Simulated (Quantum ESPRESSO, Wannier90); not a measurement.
# Tight-binding from DFT: HfO2 (P4₂/nmc)

```
HfO2
1.0
    3.55802     0.00000     0.00000
    0.00000     3.55802     0.00000
    0.00000     0.00000     5.17186
Hf O
2 4
Cartesian
  1.77901   1.77901   2.58593
  0.00000   0.00000   0.00000
  0.00000   1.77901  -1.56599
  0.00000   1.77901   1.01994
  1.77901   0.00000  -1.01994
  1.77901   0.00000   1.56599
```

Cell from Materials Project (mp-1018721), symmetrised, no further relaxation. Not found in the COD (Crystallography Open Database) copy used, which has the formula in other groups; not checked further. Computed values, not measurements, from PBEsol: Quantum ESPRESSO (norm-conserving PseudoDojo potentials, cutoff 68 Ry, spinors with spin-orbit coupling) on a Γ-centred 6×6×4 mesh, then Wannier90. Density: 10×10×6 mesh, cold smearing 0.01 Ry.

Base run: 44 functions from bands 25-100 of the 100 computed, start hydrogen-like Hf: d; O: p, centres 0.05 Å off the atoms, frozen window up to 6.19 eV relative to the valence-band maximum, outer window open. Rows change the key named; with other orbitals the number of functions and the frozen window follow, as listed; window edges are relative to the valence-band maximum. The misfit compares interpolated bands with pw.x on a high-symmetry path, for states up to 5.7 eV relative to the valence-band maximum. Converged means that the tolerances were met: symmetric starts can stop on a saddle, which shows as a larger Ω_OD at equal Ω_I and can move the misfit too.

| setting | functions | frozen to (eV) | Ω_I (Å²) | Ω_D (Å²) | Ω_OD (Å²) | rms misfit (meV) | worst (meV) | ended |
|---|---|---|---|---|---|---|---|---|
| base | 44 | 6.19 | 45.36 | 0.08 | 1.28 | 0.7 | 9.8 | converged |

**Question.** Starting from this base row, predict which settings stop with an error, and how Ω_I and the misfit move in the others: only the lowest 60 of the kept bands; only the lowest 68 of the kept bands; dis_mix_ratio = 0.2.

**Answer.** 
```
setting                               functions  frozen to (eV)  Ω_I (Å²)  Ω_D (Å²)  Ω_OD (Å²)  rms misfit (meV)  worst (meV)      ended
------------------------------------  ---------  --------------  --------  --------  ---------  ----------------  -----------  ---------
only the lowest 60 of the kept bands         44            6.19     45.99      0.07       1.68               0.7          9.3  converged
only the lowest 68 of the kept bands         44            6.19     45.59      0.08       1.41               0.7          9.9  converged
dis_mix_ratio = 0.2                          44            6.19     45.38      0.08       1.25               0.7          9.7  converged
```
